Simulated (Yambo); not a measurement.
CdS (zinc blende, space group F-43m, No. 216), G0W0@LDA in Yambo with this input:

```
rim_cut
gw0
dyson
el_el_corr
HF_and_locXC
ppa
em1d
RandQpts= 1000000
RandGvec= 1 Ry
EXXRLvcs= 102 Ry
VXCRLvcs= 408 Ry
Chimod= "HARTREE"
% BndsRnXp
 5 | 118 |
%
NGsBlkXp= 10 Ry
% LongDrXp
 1.0 | 1.0 | 1.0 |
%
PPAPntXp= 27.2114 eV
% GbndRnge
 1 | 118 |
%
GTermKind= "BG"
DysSolver= "n"
ExtendOut
```

On a 4×4×4 mesh, with wavefunctions cut at 102 Ry, the gap (Γ → Γ) is 2.282 eV and the valence edge shifts by -0.917 eV.

**Question.** What happens with this change: wavefunctions cut at 25 Ry?

**Answer.** The gap falls by 0.080 eV, to 2.202 eV; the shift of the valence edge becomes -0.825 eV. Neither run is shown to be the converged limit.

Spin-orbit coupling is not included.

Geometry relaxed with LDA; primitive cell a = b = c = 4.072 Å, α = β = γ = 60.00°.

A shift is the quasiparticle energy of the state minus its LDA energy.
